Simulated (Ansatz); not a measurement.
Total density of states per atom from plane-wave PAW LDA (Ansatz code), in 0.25 eV bins, energy from the valence-band maximum:

```csv
E (eV),states/eV/atom
-7.90,0.00
-7.65,0.00
-7.40,0.00
-7.15,0.00
-6.90,0.00
-6.65,0.00
-6.40,0.00
-6.15,0.00
-5.90,0.00
-5.65,0.00
-5.40,0.00
-5.15,0.00
-4.90,0.00
-4.65,0.01
-4.40,0.30
-4.15,0.73
-3.90,0.67
-3.65,0.74
-3.40,0.74
-3.15,0.67
-2.90,1.37
-2.65,1.09
-2.40,1.44
-2.15,0.54
-1.90,0.48
-1.65,0.64
-1.40,0.47
-1.15,0.98
-0.90,1.36
-0.65,1.12
-0.40,0.76
-0.15,0.29
0.10,0.00
0.35,0.00
0.60,0.00
0.85,0.00
1.10,0.00
1.35,0.00
1.60,0.00
1.85,0.00
2.10,0.09
2.35,0.24
2.60,0.30
2.85,0.34
3.10,0.44
3.35,0.55
3.60,0.87
3.85,1.15
4.10,0.59
4.35,0.22
4.60,0.14
4.85,0.22
5.10,0.29
5.35,0.33
5.60,0.27
5.85,0.26
6.10,0.27
6.35,0.32
6.60,0.38
```

Problem. Which of these materials gives this?
(A) BaTiO3, P4mm (Ba on 1b, Ti on 1a, O on 2c, O on 1a)
(B) Al, bcc (W type)
(C) Ga, α-Ga
(D) SiC, zinc blende

Solution. A, BaTiO3, P4mm (Ba on 1b, Ti on 1a, O on 2c, O on 1a). Top 1 eV of the valence band: O 2p 93 %. Bottom 1 eV of the conduction band: Ti 3d 86 %, O 2p 11 %. Projections are on Löwdin-orthogonalised atomic valence shells; empty p or d shells of many metals are not among them.

The LDA relaxation kept the symmetry of its start. At this level the phase is dynamically unstable (imaginary phonons). No spin polarisation was allowed. Spin–orbit coupling is left out wherever it is not named.

Potentials: the earlier of the program's two PAW sets.
